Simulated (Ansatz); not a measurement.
A crystal relaxed with r2SCAN in the plane-wave code Ansatz has space group Pm (No. 6) and a = 7.313 Å, b = 2.924 Å, c = 7.394 Å, β = 117.0°.

| atom | site | x | y | z |
| --- | --- | --- | --- | --- |
| Xx | 1b | 0.7911 | 0.5000 | 0.1683 |
| Xx | 1a | 0.5831 | 0.0000 | 0.7530 |
| C | 1a | 0.1833 | 0.0000 | 0.4426 |
| Xx | 1b | 0.8528 | 0.5000 | 0.5856 |
| Xx | 1b | 0.3754 | 0.5000 | 0.2250 |
| C | 1a | 0.2169 | 0.0000 | 0.7995 |
| N | 1b | 0.6556 | 0.5000 | 0.3195 |
| N | 1a | 0.3025 | 0.0000 | 0.6595 |
| N | 1b | 0.0468 | 0.5000 | 0.3954 |
| N | 1a | 0.7547 | 0.0000 | 0.0198 |
| N | 1a | 0.2837 | 0.0000 | 0.3164 |
| N | 1b | 0.6407 | 0.5000 | 0.6552 |
| N | 1a | 0.0042 | 0.0000 | 0.7192 |
| N | 1b | 0.3092 | 0.5000 | 0.9410 |

The r2SCAN gap is indirect, 1.52 eV (k = (0.404, 0, 0.268) to Γ), below the direct gap of 1.55 eV at Γ. With HSE06 the valence top lies at k = (0.404, 0, 0.268) and the conduction bottom at Γ, 2.54 eV higher; the smallest vertical gap, at Γ, is 2.55 eV. Least and direct gap differ so little that the kind isn't settled. The PBE0 gap is indirect, 3.28 eV (k = (0.404, 0, 0.268) to Γ), below the direct gap of 3.29 eV at Γ. Least and direct gap differ so little that the kind isn't settled. Meshes: r2SCAN 4×8×4, HSE06 2×6×2, PBE0 2×6×2. r2SCAN's ε∞ is 5.4, 6.4 and 5.9 along x, y and z.

Task: Which element is Xx?
A. Si
B. Sn
C. Ge
D. Pb

Result: C. Xx is Ge: a 14-atom cell of Ge₂CN₄ built on β-Si3N4 (relaxed group Pm). Around Ge lie 4 N at 1.77–1.86 Å; around Ge lie 4 N at 1.76–1.84 Å; around C lie 4 N at 1.42–1.71 Å; around Ge lie 4 N at 1.83–1.84 Å; around Ge lie 4 N at 1.84–1.93 Å; around C lie 4 N at 1.39–1.75 Å; around N lie 3 Ge at 1.80–1.84 Å; around N lie 2 C at 1.43–1.44 Å and 1 Ge at 1.84 Å (further sites aren't listed).

The calculation is spin-unpolarised, and the structure need not be a phase that has been made.

Spin-orbit coupling is left out.

Where an edge lies off the special points, it is a point of the mesh or the k point where a search put PBE's edge or least direct gap, reused for the other functionals, whose own edges may lie a little apart.

Coordinates of k points refer to the reciprocal vectors of the primitive cell of the runs.

The meshes of the hybrids are coarse, so their gaps aren't converged to the digits shown.

For a response run the program warns that the ground state's bands aren't all converged, so ε∞ carries an extra error.
